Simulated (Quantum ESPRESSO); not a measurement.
ScMo5ZrAg, input and log of a self-consistent run

A calculation, not a measurement. The program is pw.x of Quantum ESPRESSO 7.5 (plane-wave density functional theory). The cell is made up: eight metal atoms on a hexagonal close-packed lattice, with elements, volume, strain and displacements drawn at random and not relaxed, so it may be unstable or far from any real phase. PseudoDojo standard norm-conserving files set the functional (PBE unless stated); there is no spin polarisation or spin-orbit coupling, the Fermi-Dirac width of 0.25 eV means electrons at about 2900 K, and the masses in the input are unused placeholders. A spin test at this wide smearing found no moment, but such smearing suppresses magnetism that the real alloy may have.

Input:

```
&control calculation='scf', pseudo_dir='./dojo.nc.sr.pbe.v0_5.standard.upf', outdir='./o', disk_io='minimal', tprnfor=.true., tstress=.true. /
&system ibrav=0, nat=8, ntyp=4, nbnd=73, ecutwfc=82.02448710, nosym=.true., tot_charge=0,
 occupations='smearing', smearing='fd', degauss=0.0183746611
/
&electrons conv_thr=1.470e-08, electron_maxstep=70, mixing_beta=0.5 /
ATOMIC_SPECIES
Ag 1.0 Ag.upf
Mo 1.0 Mo.upf
Sc 1.0 Sc.upf
Zr 1.0 Zr.upf
CELL_PARAMETERS angstrom
2.9673 -0.0007 0.0227
1.4469 -2.5184 -4.727
1.4448 7.5666 -4.7336
ATOMIC_POSITIONS angstrom
Sc -0.0062 -0.0022 0.0372
Mo 1.4895 2.5448 -4.6801
Mo 1.4441 -0.8964 -2.3873
Mo 2.9403 1.689 -7.0817
Zr 2.9817 5.0988 -4.7298
Mo 2.9569 0.0108 -4.7407
Mo 2.9415 1.6823 -2.3128
Ag 4.413 4.1832 -7.1394
K_POINTS automatic
8 5 3 1 1 1
```

The log is shortened where brackets say so; the opening notice, blank lines, dates and the lines on written files are dropped, and the path of the files is cut. It prints rydbergs, bohrs and kilobars, and counts compression as positive stress. Its total energy is the free energy E - TS of the whole cell.

```
     Program PWSCF v.7.5
     Parallel version (MPI & OpenMP), running on       4 processor cores
     Number of MPI processes:                 4
     Threads/MPI process:                     1
     [start-up lines left out]
     bravais-lattice index     =            0
     lattice parameter (alat)  =       5.6075  a.u.
     unit-cell volume          =     957.1631 (a.u.)^3
     number of atoms/cell      =            8
     number of atomic types    =            4
     number of electrons       =       112.00
     number of Kohn-Sham states=           73
     kinetic-energy cutoff     =      82.0245  Ry
     charge density cutoff     =     328.0979  Ry
     scf convergence threshold =      1.5E-08
     mixing beta               =       0.5000
     number of iterations used =            8  plain     mixing
     Exchange-correlation= PBE
                           (   1   4   3   4   0   0   0)
     [axes and pseudopotential details left out]
   Cartesian axes
     site n.     atom                  positions (alat units)
         1        Sc     tau(   1) = (  -0.0020894  -0.0007414   0.0125363  )
         2        Mo     tau(   2) = (   0.5019568   0.8575895  -1.5771789  )
         3        Mo     tau(   3) = (   0.4866571  -0.3020840  -0.8045125  )
         4        Mo     tau(   4) = (   0.9908718   0.5691877  -2.3865105  )
         5        Zr     tau(   5) = (   1.0048235   1.7182795  -1.5939276  )
         6        Mo     tau(   6) = (   0.9964659   0.0036396  -1.5976009  )
         7        Mo     tau(   7) = (   0.9912762   0.5669298  -0.7794063  )
         8        Ag     tau(   8) = (   1.4871670   1.4097252  -2.4059552  )
     number of k points=    60  Fermi-Dirac smearing, width (Ry)=  0.0184
                       cart. coord. in units 2pi/alat
        k(    1) = (   0.0629192   0.0195936  -0.0539550), wk =   0.0333333
        k(    2) = (   0.0620757  -0.1764968   0.0502577), wk =   0.0333333
     [further k points left out]
     Dense  grid:    96059 G-vectors     FFT dimensions: (  36,  64, 100)
     Estimated max dynamical RAM per process >     365.38 MB
     Estimated total dynamical RAM >       1.36 GB
     Initial potential from superposition of free atoms
     starting charge     111.9874, renormalised to     112.0000
     Starting wfcs are   80 randomized atomic wfcs
     total cpu time spent up to now is       10.2 secs
     per-process dynamical memory:   299.6 Mb
     Self-consistent Calculation
     iteration #  1     ecut=    82.02 Ry     beta= 0.50
     Davidson diagonalization with overlap
     ethr =  1.00E-02,  avg # of iterations =  2.8
     total cpu time spent up to now is       33.6 secs
     total energy              =   -1207.60693054 Ry
     estimated scf accuracy    <       5.12049620 Ry
     iteration #  2     ecut=    82.02 Ry     beta= 0.50
     Davidson diagonalization with overlap
     ethr =  4.57E-03,  avg # of iterations =  5.8
     total cpu time spent up to now is       60.0 secs
     total energy              =   -1205.48448198 Ry
     estimated scf accuracy    <      86.22481373 Ry
     iteration #  3     ecut=    82.02 Ry     beta= 0.50
     Davidson diagonalization with overlap
     ethr =  4.57E-03,  avg # of iterations =  4.2
     total cpu time spent up to now is       82.6 secs
     total energy              =   -1209.00083737 Ry
     estimated scf accuracy    <      28.07598644 Ry
     iteration #  4     ecut=    82.02 Ry     beta= 0.50
     Davidson diagonalization with overlap
     ethr =  4.57E-03,  avg # of iterations =  2.4
     total cpu time spent up to now is      102.5 secs
     total energy              =   -1209.80405652 Ry
     estimated scf accuracy    <      18.66216115 Ry
     iteration #  5     ecut=    82.02 Ry     beta= 0.50
     Davidson diagonalization with overlap
     ethr =  4.57E-03,  avg # of iterations =  1.2
     total cpu time spent up to now is      119.3 secs
     total energy              =   -1210.58188831 Ry
     estimated scf accuracy    <       1.31573724 Ry
     [iterations 6 to 18 left out]
     iteration # 19     ecut=    82.02 Ry     beta= 0.50
     Davidson diagonalization with overlap
     ethr =  6.80E-10,  avg # of iterations =  1.4
     total cpu time spent up to now is      381.8 secs
     total energy              =   -1210.64498306 Ry
     estimated scf accuracy    <       0.00000024 Ry
     iteration # 20     ecut=    82.02 Ry     beta= 0.50
     Davidson diagonalization with overlap
     ethr =  2.10E-10,  avg # of iterations =  2.1
     total cpu time spent up to now is      396.4 secs
     total energy              =   -1210.64498307 Ry
     estimated scf accuracy    <       0.00000024 Ry
     iteration # 21     ecut=    82.02 Ry     beta= 0.50
     Davidson diagonalization with overlap
     ethr =  2.10E-10,  avg # of iterations =  1.0
     total cpu time spent up to now is      409.2 secs
     total energy              =   -1210.64498308 Ry
     estimated scf accuracy    <       0.00000005 Ry
     iteration # 22     ecut=    82.02 Ry     beta= 0.50
     Davidson diagonalization with overlap
     ethr =  4.44E-11,  avg # of iterations =  1.9
     total cpu time spent up to now is      423.5 secs
     total energy              =   -1210.64498309 Ry
     estimated scf accuracy    <       0.00000003 Ry
     iteration # 23     ecut=    82.02 Ry     beta= 0.50
     Davidson diagonalization with overlap
     ethr =  2.43E-11,  avg # of iterations =  1.2
     total cpu time spent up to now is      436.8 secs
     End of self-consistent calculation
     [lines on levels left out]
!    total energy              =   -1210.64498308 Ry
     estimated scf accuracy    <          7.6E-09 Ry
     smearing contrib. (-TS)   =      -0.16502099 Ry
     internal energy E=F+TS    =   -1210.47996209 Ry
     The total energy is F=E-TS. E is the sum of the following terms:
     one-electron contribution =    -313.81805574 Ry
     hartree contribution      =     214.94456943 Ry
     xc contribution           =    -185.47880507 Ry
     ewald contribution        =    -926.12767071 Ry
     convergence has been achieved in  23 iterations
     Forces acting on atoms (cartesian axes, Ry/au):
     atom    1 type  3   force =     0.00606343    0.04474353   -0.01514993
     atom    2 type  2   force =    -0.00010519   -0.04179619    0.00795731
     atom    3 type  2   force =    -0.00120670    0.05242535   -0.01620072
     atom    4 type  2   force =    -0.00151789   -0.03174881    0.03523030
     atom    5 type  4   force =    -0.00230767   -0.07988560   -0.02407257
     atom    6 type  2   force =     0.00108279    0.05159833   -0.00278838
     atom    7 type  2   force =    -0.00123136    0.00693623   -0.01707297
     atom    8 type  1   force =    -0.00077741   -0.00227284    0.03209696
     Total force =     0.142679     Total SCF correction =     0.000494
     Computing stress (Cartesian axis) and pressure
          total   stress  (Ry/bohr**3)                   (kbar)     P=      -22.21
  -0.00031944   0.00001288   0.00000484          -46.99        1.90        0.71
   0.00001288   0.00009330   0.00004857            1.90       13.72        7.14
   0.00000484   0.00004857  -0.00022678            0.71        7.14      -33.36
     init_run     :      9.10s CPU      9.63s WALL (       1 calls)
     electrons    :    412.87s CPU    426.57s WALL (       1 calls)
     forces       :      2.33s CPU      2.34s WALL (       1 calls)
     stress       :      7.53s CPU      7.53s WALL (       1 calls)
     [timing details left out]
     PWSCF        :   7m12.41s CPU   7m26.73s WALL
     JOB DONE.
```

In other units: free energy -16471.664 eV for the cell, pressure -2.22 GPa, largest force component 2.054 eV/Å in size. The run took 449 s of wall time with four MPI processes on a shared machine (AMD EPYC, older, virtual cores), so the time is rough. A rerun of this cell at a higher cutoff and on a denser mesh moved values by no more than 0.003 eV in energy, 0.05 GPa in stress and 0.005 eV/Å in force, and a second program with other atomic files agreed on that cell to 2 % rms in force and 0.5 GPa in pressure.